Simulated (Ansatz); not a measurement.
AlO:
```
CELL_PARAMETERS angstrom
      2.94750     0.00000     0.00000
     -1.47375     2.55261     0.00000
      0.00000     0.00000    12.84636
ATOMIC_POSITIONS crystal
  Al 0.33333 0.66667 0.14842
  Al 0.66667 0.33333 0.64842
  Al 0.66667 0.33333 0.85158
  Al 0.33333 0.66667 0.35158
  O  0.33333 0.66667 0.59891
  O  0.66667 0.33333 0.09891
  O  0.66667 0.33333 0.40109
  O  0.33333 0.66667 0.90109
```

Relaxed with r²SCAN+D4. Special points in fractions of this cell's reciprocal vectors: Γ (0.000, 0.000, 0.000); M (0.500, 0.000, 0.000); K (0.333, 0.333, 0.000); A (0.000, 0.000, 0.500); L (0.500, 0.000, 0.500); H (0.333, 0.333, 0.500).

Task: List the band energies nearest the valence-band maximum at these points for DFT-r²SCAN+D4 in the program Ansatz with PAW potentials.

Result: In eV from the valence-band maximum; about four levels below and three above (degenerate sets whole), none deeper than 8.9 eV; points with the same levels are listed once.

```tsv
k	below	above
Γ	-5.13 -5.13 -3.32 -1.95	1.90 3.16 4.66
M	-5.10 -4.66 -1.03 -0.84	1.26 1.71 4.92
K	-4.72 -4.72 0.00 0.00	1.52 1.66 4.90 4.90
A	-5.14 -5.14 -5.14 -5.14 -2.58 -2.58	2.48 2.48 5.16 5.16
L	-4.83 -4.83 -0.93 -0.93	1.47 1.47 5.17 5.17
H	-4.73 -4.73 0.00 0.00	1.59 1.59 4.89 4.89
```

Space group P6_3/mmc. The cell is a constructed one: a structure type filled with these elements; neither database checked (COD, Materials Project) lists it. Whether it is the stable phase at ambient conditions was not checked. The cell was relaxed with r²SCAN+D4 under the symmetry of its start; whether a distortion lowers the energy is not shown.

Potentials: the earlier of the program's two PAW sets. The files were generated under PBE; for other functionals the program regenerates the frozen cores, and for LDA and PBEsol the local potential too.
